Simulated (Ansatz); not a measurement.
Q: Name crystals whose computed values (plane-wave PAW PBE (Ansatz code)) fall in these windows: electron conductivity mass (mₑ) 0.59 to 0.76; gap (eV) 3.3 to 4.2; B₀ by P(V) fit (GPa) 67 to 86.

A: 

```tsv
crystal	electron conductivity mass (mₑ)	gap (eV)	B₀ by P(V) fit (GPa)
Ba2YHO3, I4mm (Pearson symbol tI14)	0.70	3.73	73.3
```
Others may fit too.

Typed or built starts, not in the databases checked: Ba2YHO3, I4mm (Pearson symbol tI14). The cell was relaxed under the symmetry of its start. Named crystals with no word on spin ran without spin polarisation. Scalar-relativistic: spin–orbit coupling is off unless named, which matters more the heavier the elements.

Potentials: the earlier of the program's two PAW sets.
